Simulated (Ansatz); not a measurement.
Start of a relaxation of Zr₄C₃:

```cif
data_structure
_symmetry_space_group_name_H-M 'P-43m'
_symmetry_Int_Tables_number 215
_cell_length_a 5.1523
_cell_length_b 5.1523
_cell_length_c 5.1523
_cell_angle_alpha 90.000
_cell_angle_beta 90.000
_cell_angle_gamma 90.000
_cell_volume 136.77
loop_
_atom_site_label
_atom_site_type_symbol
_atom_site_symmetry_multiplicity
_atom_site_Wyckoff_symbol
_atom_site_fract_x
_atom_site_fract_y
_atom_site_fract_z
_atom_site_occupancy
Zr1 Zr 4 e 0.75000 0.75000 0.75000 1
C1 C 3 d 0.00000 0.00000 0.50000 1
```

All numbers below come from Ansatz, DFT PBE, scalar-relativistic, plane waves, PAW. Cutoff 420 eV, Gaussian smearing, Γ-centred meshes. Cell and atoms relax first on a coarse mesh and then on a finer one. In between, the cell is made exact in the group found at 0.06 Å. In metals the finer mesh still leaves noise of several meV/atom or more. The steps can't lower the symmetry of their start. No spin polarisation.

A guess keeps its type if space group and coordination stay and the shape of the cell changes little (axis ratios within about 15 %, angles within 6°); the volume may change.

Q: Does this structure survive the relaxation?

A: It keeps its type. The symmetry stays P-43m (No. 215). The volume per atom shrinks by 5.0 %, from 19.5 to 18.6 Å³. The shortest distance goes from 2.23 Å (Zr–C) to 2.17 Å (Zr–C). Counting neighbours within 15 % of an atom's shortest distance, the start has C 4, Zr 3 and the end C 4, Zr 3.

Energies over the elements count from the elements' standard structures at the same level, with no fitted energy shifts.

Q: At what energy does it end?

A: −0.08 eV/atom. A negative formation energy is needed for stability but isn't enough: competing phases decide.

The last run used an 8×8×8 mesh for its 7-atom cell and Gaussian smearing of 0.10 eV. The cell is a metal run without spin; a magnetic state may lie lower. The reference form of C is held partly by dispersion forces, which this level lacks. A structure relaxed within its symmetry needn't be a true minimum.
